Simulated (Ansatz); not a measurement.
RbLaTa₂O₇:
```yaml
crystal:
  lattice:
    - [3.83242, 0.00000, 0.00000]
    - [0.00000, 3.83242, 0.00000]
    - [0.00000, 0.00000, 10.99740]
  atoms:
    - { symbol: Rb, position: [0.50000, 0.50000, 0.50000] }
    - { symbol: La, position: [0.50000, 0.50000, 0.00000] }
    - { symbol: Ta, position: [0.00000, 0.00000, 0.20467] }
    - { symbol: Ta, position: [0.00000, 0.00000, 0.79533] }
    - { symbol: O, position: [0.00000, 0.00000, 0.00000] }
    - { symbol: O, position: [0.00000, 0.50000, 0.16479] }
    - { symbol: O, position: [0.00000, 0.50000, 0.83521] }
    - { symbol: O, position: [0.50000, 0.00000, 0.16479] }
    - { symbol: O, position: [0.50000, 0.00000, 0.83521] }
    - { symbol: O, position: [0.00000, 0.00000, 0.36663] }
    - { symbol: O, position: [0.00000, 0.00000, 0.63337] }
```

Relaxed with LDA. Special points in fractions of this cell's reciprocal vectors: Γ (0.000, 0.000, 0.000); X (0.000, 0.500, 0.000); M (0.500, 0.500, 0.000); Z (0.000, 0.000, 0.500); R (0.000, 0.500, 0.500); A (0.500, 0.500, 0.500).

Q: List the band energies nearest the valence-band maximum at these points for LDA (plane waves, PAW; program Ansatz).

A: In eV from the valence-band maximum; about four levels below and three above (degenerate sets whole), none deeper than 8.9 eV; points with the same levels are listed once.

```csv
k,below,above
Γ,-1.01 -1.01 -0.31 -0.31 -0.07,2.18 2.23 4.44
X,-0.91 -0.88 -0.24 -0.16,4.17 4.33 4.35
M,-0.82 -0.19 -0.07 -0.07,4.19 4.19 4.42
Z,-1.00 -1.00 -0.52 -0.31 -0.31,2.18 2.23 4.43
R,-1.20 -0.84 -0.53 -0.19,4.17 4.33 4.35
A,-0.85 -0.85 -0.82 -0.07 -0.07,4.19 4.19 4.42
```

Space group P4/mmm. The first step of the workflow began from a Materials Project structure, measured or hypothetical; the Crystallography Open Database copy checked does not list it. Whether it is the stable phase at ambient conditions was not checked. Symmetry was held in the LDA relaxation. At this level the phase is dynamically unstable (imaginary phonons). The run is not spin-polarised. Spin–orbit coupling is left out wherever it is not named.

Potentials: the later of the program's two PAW sets.
